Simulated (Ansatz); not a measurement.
# Na3MoClO4: 35Cl nuclear quadrupole resonance

Cell: a diffraction structure from the COD whose atoms were relaxed with PBE, the cell held.

```cif
data_Na3MoClO4
_symmetry_space_group_name_H-M 'P4/nmm:1'
_symmetry_Int_Tables_number 129
_cell_length_a 7.4942
_cell_length_b 7.4942
_cell_length_c 5.3409
_cell_angle_alpha 90.000
_cell_angle_beta 90.000
_cell_angle_gamma 90.000
loop_
_atom_site_label
_atom_site_type_symbol
_atom_site_symmetry_multiplicity
_atom_site_Wyckoff_symbol
_atom_site_fract_x
_atom_site_fract_y
_atom_site_fract_z
Na1 Na 4 d 0.7500 0.7500 0.0000
Na5 Na 2 c 0.5000 0.0000 0.6389
Mo Mo 2 b 0.0000 0.0000 0.5000
Cl Cl 2 c 0.5000 0.0000 0.1554
O O 8 i 0.8103 0.0000 0.7005
```

One atom of each set is listed.

Level of theory: DFT, r2SCAN, plane waves and PAW, scalar-relativistic, 500 eV cutoff, Γ-centred 3×3×5 k-points, Fermi–Dirac smearing 0.02 eV (Ansatz 0.2.0).

35Cl: I = 3/2, Q = -81.12 mb (year-2017 value). Static lattice, zero field.

Question: Predict the zero-field 35Cl lines of each site.

Answer: For I = 3/2 there is one line, ν = (|C_Q|/2)(1 + η²/3)^½.

```json
{"site": "Cl", "atoms": "2", "V_zz (10²¹ V/m²)": "-1.82", "C_Q (MHz)": "3.57", "η": "0.00", "line frequencies (MHz)": "1.78"}
```

Question: And for ³⁷Cl (I = 3/2, Q = -63.93 mb) on Cl?

Answer: C_Q scales with Q to 2.81 MHz, with lines at 1.41 MHz.

An axis of threefold or higher order runs through Cl, so V_zz lies along it and η is zero.

The largest force is 0.3 eV/Å, so the atoms aren't at the calculated equilibrium and relaxing them would move these values.
